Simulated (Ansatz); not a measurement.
Y3Si5:
```cif
data_Si5Y3
_chemical_formula_sum 'Y3 Si5'
_space_group_name_H-M_alt 'P 1'
_space_group_IT_number 1
_cell_length_a 6.64055
_cell_length_b 6.64055
_cell_length_c 4.16466
_cell_angle_alpha 90.000
_cell_angle_beta 90.000
_cell_angle_gamma 120.000
loop_
_space_group_symop_operation_xyz
  'x, y, z'
loop_
_atom_site_label
_atom_site_type_symbol
_atom_site_fract_x
_atom_site_fract_y
_atom_site_fract_z
_atom_site_occupancy
Y1 Y 0.00000 0.64935 0.00000 1
Y2 Y 0.64935 0.00000 0.00000 1
Y3 Y 0.35065 0.35065 0.00000 1
Si1 Si 0.66667 0.33333 0.50000 1
Si2 Si 0.33333 0.66667 0.50000 1
Si3 Si 0.00000 0.28317 0.50000 1
Si4 Si 0.28317 0.00000 0.50000 1
Si5 Si 0.71683 0.71683 0.50000 1
```

Relaxed with r²SCAN.

Tabulate the valence density and the electron localisation function along the shortest Si–Si contact (2.40 Å), plane-wave PAW r²SCAN (Ansatz code).



```csv
distance from Si (Å),density (e/Å³),ELF
0.24,0.15,0.39
0.36,0.20,0.33
0.48,0.28,0.38
0.60,0.37,0.52
0.72,0.44,0.66
0.84,0.48,0.76
0.96,0.48,0.80
1.08,0.48,0.81
1.20,0.47,0.80
1.32,0.47,0.79
1.44,0.47,0.77
1.56,0.46,0.71
1.68,0.41,0.59
1.80,0.34,0.44
1.92,0.26,0.33
2.04,0.19,0.30
2.16,0.15,0.38
```

The density is the valence pseudo-density with augmentation charge, so density and ELF within about 1 Å of a nucleus are not all-electron values.

Space group P-62m. The start of the workflow was typed in or built on a structure type; neither database checked (COD, Materials Project) lists it. Whether it is the stable phase at ambient conditions was not checked. The cell was relaxed with r²SCAN under the symmetry of its start; whether a distortion lowers the energy is not shown. No spin polarisation was allowed.

Potentials: the earlier of the program's two PAW sets.
